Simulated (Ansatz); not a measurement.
## MgTeW3O12: ²⁵Mg nuclear quadrupole resonance

Cell: a Materials Project structure (computed, not necessarily an observed phase), taken as it stands.

```
CELL_PARAMETERS angstrom
5.19692 0.00000 0.00000
0.03930 5.74133 0.00000
0.07981 0.96837 7.77642
ATOMIC_POSITIONS crystal
Mg 0.49235 0.11424 0.30012
Te 0.51104 0.53968 0.52689
W 0.00225 0.99918 0.53446
W 0.49998 0.54737 0.00054
W 0.99145 0.03547 0.01282
O 0.68652 0.13562 0.53371
O 0.86089 0.98735 0.23587
O 0.72732 0.79023 0.95188
O 0.84589 0.68105 0.55500
O 0.22244 0.73258 0.05051
O 0.59979 0.45275 0.22300
O 0.39049 0.53217 0.76418
O 0.78445 0.28867 0.94212
O 0.18032 0.24950 0.42408
O 0.28736 0.20312 0.05894
O 0.09529 0.01598 0.75822
O 0.32219 0.82429 0.43960
```

Atoms are numbered from 1 in the order listed; like atoms form one site, named after its first atom.

Computed with Ansatz: DFT, PBE, plane waves and PAW, scalar-relativistic, 420 eV cutoff, Γ-centred 5×4×3 k-points, Fermi–Dirac smearing 0.02 eV.

²⁵Mg: I = 5/2, Q = 199.4 mb (year-2017 value). Static lattice, zero field.

(1) At which frequencies do the ²⁵Mg NQR lines lie?

Answers

(1) For I = 5/2 and η = 0 the lines are 3|C_Q|/20 and twice that; η pulls their ratio below 2.

```csv
site,atoms,V_zz (10²¹ V/m²),C_Q (MHz),η,line frequencies (MHz)
Mg,1,1.24,5.98,0.65,"1.23, 1.68"
```

At this cell the principal stresses reach 5 GPa in size with PBE, which can matter for small gradients. The largest force is 1.5 eV/Å, so the atoms aren't at the calculated equilibrium and relaxing them would move these values.

The run took 71 s of wall time (2.3 min of CPU time) and 0.83 GiB at its peak, on 2 threads of Arm Neoverse V1 (aarch64; 28 cores open to the job, memory cap 5.0 GiB, no GPU), a shared host with a load of 0.9 a core.
